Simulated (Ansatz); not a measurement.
Level of theory: Ansatz 0.2.0, DFT PBE, scalar-relativistic, plane waves, PAW. All cells share a 420 eV cutoff and Γ-centred k meshes spaced at most about 0.3 Å⁻¹ (about 0.25 or finer for metals, 2π included). Collinear spin in cells that started with moments and kept them past the coarse steps, no spin elsewhere.

Each of these unrelaxed guesses is relaxed in cell and atoms within its symmetry. A guess keeps its type if space group and coordination stay and the shape of the cell changes little (axis ratios within about 15 %, angles within 6°); the volume may change.

1. BAs2

```
CELL_PARAMETERS angstrom
-3.05411 3.05411 2.84720
3.05411 -3.05411 2.84720
3.05411 3.05411 -2.84720
ATOMIC_POSITIONS crystal
B 0.77761 0.77761 0.00000
B 0.22239 0.22239 0.00000
As 0.00000 0.74458 0.74458
As 0.00000 0.25542 0.25542
As 0.74458 0.00000 0.74458
As 0.25542 0.00000 0.25542
```

2. Ti3Al4Ni (collinear spin from parallel moments)

```
CELL_PARAMETERS angstrom
3.83419 0.00000 0.00000
0.00000 3.83419 0.00000
0.00000 0.00000 7.84475
ATOMIC_POSITIONS crystal
Ti 0.00000 0.00000 0.00000
Ti 0.50000 0.50000 0.00000
Ti 0.50000 0.50000 0.50000
Al 0.00000 0.50000 0.75000
Al 0.00000 0.50000 0.25000
Al 0.50000 0.00000 0.75000
Al 0.50000 0.00000 0.25000
Ni 0.00000 0.00000 0.50000
```

3. Si2GeP3

```
CELL_PARAMETERS angstrom
-2.44917 2.44917 4.39322
2.44917 -2.44917 4.39322
2.44917 2.44917 -4.39322
ATOMIC_POSITIONS crystal
Si 0.75000 0.25000 0.50000
Si 0.25000 0.75000 0.50000
Ge 0.50000 0.50000 0.00000
P 0.50000 0.00000 0.50000
P 0.00000 0.50000 0.50000
P 0.00000 0.00000 0.00000
```

4. In2Ga3As5

```
CELL_PARAMETERS angstrom
-1.99923 1.99923 14.13671
1.99923 -1.99923 14.13671
1.99923 1.99923 -14.13671
ATOMIC_POSITIONS crystal
In 0.35000 0.85000 0.50000
In 0.15000 0.65000 0.50000
Ga 0.75000 0.25000 0.50000
Ga 0.55000 0.05000 0.50000
Ga 0.95000 0.45000 0.50000
As 0.90000 0.90000 0.00000
As 0.30000 0.30000 0.00000
As 0.70000 0.70000 0.00000
As 0.10000 0.10000 0.00000
As 0.50000 0.50000 0.00000
```

Question: Which guesses survive the relaxation?

Answer: Guesses 2, 3 and 4 keep their type.

```csv
guess,kept,start group,end group,V start (Å³/atom),V end,"b/a and c/a, end over start",nearest neighbours start,nearest neighbours end
1,no,I4/mmm,I4/mmm,17.7,19.4,"1.00, 0.61","As 4, B 4","As 2, B 1"
2,yes,P4/mmm,P4/mmm,14.4,15.3,"1.00, 0.93","Al 12, Ni 12, Ti 12","Al 12, Ni 12, Ti 12"
3,yes,I4/mmm,I4/mmm,17.6,18.7,"1.00, 1.11","Ge 4, P 4/6, Si 2","Ge 4, P 4/6, Si 2"
4,yes,I-4m2,I-4m2,22.6,26.0,"1.00, 1.01","As 4, Ga 4, In 4","As 4, Ga 4, In 4"
```

Neighbours count within 15 % of an atom's shortest distance; end groups are read at 0.02 Å (0.05 Å in metals).

Weakly bound directions are ill-defined at this level, which has no dispersion term (BAs2 I4/mmm). In Si2GeP3 I4/mmm an odd number of electrons in the primitive cell allows no gap without spin; a larger cell or a magnetic state could open one. A magnetic state wasn't ruled out in cells without spin, among them Si2GeP3 I4/mmm. Another magnetic order may lie lower. Cells relaxed within their symmetry can be saddle points.

In counts of neighbours, a slash parts the counts of unlike sites.
